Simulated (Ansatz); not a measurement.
A distorted cell of SrTl (CsCl type):

```yaml
crystal:
  lattice:
    - [7.89755, 0.00000, 0.00000]
    - [3.94878, 3.94878, 0.00000]
    - [3.94878, 0.00000, 3.94878]
  atoms:
    - { symbol: Sr, position: [0.00000, 0.00000, 0.00000] }
    - { symbol: Sr, position: [0.50000, 0.00000, 0.00000] }
    - { symbol: Tl, position: [0.77954, 0.50000, 0.44091] }
    - { symbol: Tl, position: [0.22046, 0.50000, 0.55909] }
```

Calculation: LDA (plane waves to 420 eV, PAW, scalar-relativistic; Ansatz, an electronic-structure program). k mesh 12×12×12 (Γ-centred), Fermi-Dirac smearing 0.05 eV. Stress and pressure are positive under compression. With partly filled bands, energies and forces of such displacements shift with the k mesh and the smearing. Spin-orbit coupling is left out, though Tl is heavy. SrTl was relaxed with its symmetry unable to fall.

Question: Predict the force on every atom, in eV/Å.

Answer: 
```json
[
 {"atom": "Sr1", "Fx": "0.000", "Fy": "0.000", "Fz": "0.000"},
 {"atom": "Sr2", "Fx": "0.000", "Fy": "0.000", "Fz": "0.000"},
 {"atom": "Tl3", "Fx": "0.000", "Fy": "0.000", "Fz": "0.478"},
 {"atom": "Tl4", "Fx": "0.000", "Fy": "0.000", "Fz": "-0.478"}
]
```

Question: Give the stress tensor in GPa and the pressure.

Answer: 
```
    0.8      0.0      0.0
    0.0      0.8      0.0
    0.0      0.0      0.2
```
The pressure, a third of the trace, is 0.6 GPa.

(For displaced atoms, the force is minus the slope of the energy, and its curvature is a force constant, which sets phonon frequencies.)
